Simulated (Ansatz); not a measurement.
SiO2:
```cif
data_O24Si12
_chemical_formula_sum 'Si12 O24'
_space_group_name_H-M_alt 'I-43m'
_space_group_IT_number 217
_space_group_name_Hall 'I -4 2 3'
_cell_length_a 8.79815
_cell_length_b 8.79815
_cell_length_c 8.79815
_cell_angle_alpha 90.000
_cell_angle_beta 90.000
_cell_angle_gamma 90.000
loop_
_atom_site_label
_atom_site_type_symbol
_atom_site_symmetry_multiplicity
_atom_site_Wyckoff_symbol
_atom_site_fract_x
_atom_site_fract_y
_atom_site_fract_z
_atom_site_occupancy
Si1 Si 12 d 0.00000 0.25000 0.50000 1
O1 O 24 g 0.14548 0.14548 0.45830 1
```
(The calculation used a cell of 18 atoms; values per cell refer to that cell.)

Relaxed with PBEsol. 

### Question
HSE06 on this cell (Ansatz, an electronic-structure program, PAW) gives a gap of 7.46 eV. What does PBEsol give?

### Answer
5.80 eV.

Cost on shared cores: the PBEsol run (SCF on a 5×5×5 mesh, then bands and DOS) roughly 3.0 core-minutes, the HSE06 run (SCF on 3×3×3, then a few points) around 4 core-minutes (rough); the tasks are unlike.

The first step of the workflow began from a Materials Project structure, measured or hypothetical; the Crystallography Open Database copy checked does not list it. It is not the phase usual at ambient conditions (space group No. 92, 152, 154). The cell was relaxed with PBEsol under the symmetry of its start; whether a distortion lowers the energy is not shown.

Potentials: the earlier of the program's two PAW sets.

Ansatz is a plane-wave DFT program.
